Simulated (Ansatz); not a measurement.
**Equation of state of NaLa3 under PBE**

It takes space group Pm-3m (No. 221, cubic). The conventional cell has a = 5.256 Å, b = 5.256 Å, c = 5.256 Å, α = 90.00°, β = 90.00°, γ = 90.00°. La (site symmetry 4/mmm) is surrounded by 8 La at 3.72 Å and 4 Na at 3.72 Å. Na (site symmetry m-3m) has 12 La at 3.72 Å as nearest neighbours.

The cell comes from a database or a generator and needn't be the stable form of this composition.

The cell was scaled at fixed shape and fractions and run with Ansatz, Ansatz PAW, cutoff 420 eV; PBE, k mesh 5 × 5 × 5 on the cell of 4 atoms, fermi-dirac occupations of 0.05 eV, no spin polarisation, no spin-orbit coupling. Energies are those that the program minimises, any entropy of the smearing included. For a metal such a mesh isn't converged to the digits shown.

```csv
V (Å³/atom),energy over the lowest row (meV/atom)
34.1275,13.556
34.8537,6.524
35.5798,?
36.3059,0.000
37.0320,0.095
37.7581,2.181
38.4843,6.090
```

**Question.** Fit the third-order Birch-Murnaghan form, give V0, B0 and B′, and predict the energy left open.

**Answer.** With y = (V0/V)^(2/3), E = E0 + (9 V0 B0/16) [(y - 1)³ B′ + (y - 1)² (6 - 4y)]. Least squares through the rows shown give V0 = 36.6334 Å³/atom, E0 = -0.214 meV, B0 = 23.22 GPa (1 eV/Å³ = 160.218 GPa) and B′ = 3.39, with a largest miss of 0.001 meV. At V = 35.5798 the form with these constants gives 2.077 meV; the run gave 2.076 meV an atom.
